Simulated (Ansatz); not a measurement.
Theory: DFT PBE, scalar-relativistic, plane waves, PAW in Ansatz. All cells share a 420 eV cutoff and Γ-centred k meshes spaced at most about 0.3 Å⁻¹ (about 0.25 or finer for metals, 2π included). Collinear spin in cells that started with moments and kept them past the coarse steps, no spin elsewhere.

These are static total energies at zero pressure.

Two relaxed structures of GdSc2F3:

1. (site moments Gd 6.7 μB)

```xyz
6
Lattice="6.0375 0.0000 0.0000 -3.0187 5.2286 0.0000 0.0000 0.0000 4.2161" Properties=species:S:1:pos:R:3 pbc="T T T"
Gd    0.0000    0.0000    2.1081
Sc    0.0000    3.4857    2.1081
Sc    3.0187    1.7429    2.1081
F     0.0000    3.4857    0.0000
F     3.0187    1.7429    0.0000
F     0.0000    0.0000    0.0000
```

2. (site moments Gd 6.5; Sc -0.1 (×2) μB)

```xyz
6
Lattice="6.1811 0.0000 0.0000 -3.0905 5.3530 0.0000 0.0000 0.0000 4.1927" Properties=species:S:1:pos:R:3 pbc="T T T"
Gd    0.0000    0.0000    0.0000
Sc    0.0000    3.5686    2.0963
Sc    3.0905    1.7843    2.0963
F     0.0000    3.5686    0.0000
F     3.0905    1.7843    0.0000
F     0.0000    0.0000    2.0963
```

**Question.** Which is lower in energy, and by how much?

**Answer.** Cell 1 is lower, by 268 meV/atom. Cell 1 has space group P6/mmm (No. 191), 22.2 Å³/atom and no gap on its mesh; cell 2 has space group P6/mmm (No. 191), 23.1 Å³/atom and no gap. The denser one is the lower, and pressure would at first widen the difference. In cell 1, Gd has 2 F at 2.11 Å and 6 Sc at 3.49 Å; Sc is surrounded by 2 F at 2.11 Å, 3 Sc at 3.49 Å and 3 Gd at 3.49 Å; F on a site of symmetry -6m2 is surrounded by 2 Sc at 2.11 Å; 1 more site not described. In cell 2, Gd has 2 F at 2.10 Å; Sc is surrounded by 2 F at 2.10 Å; F on a site of symmetry -6m2 is surrounded by 2 Sc at 2.10 Å; 1 more site not described. Both come from invented guesses.

In such compounds of Gd a zero gap at this level may well be an artefact, since no Hubbard U is applied. Another magnetic order may lie lower. Cells relaxed within their symmetry can be saddle points.
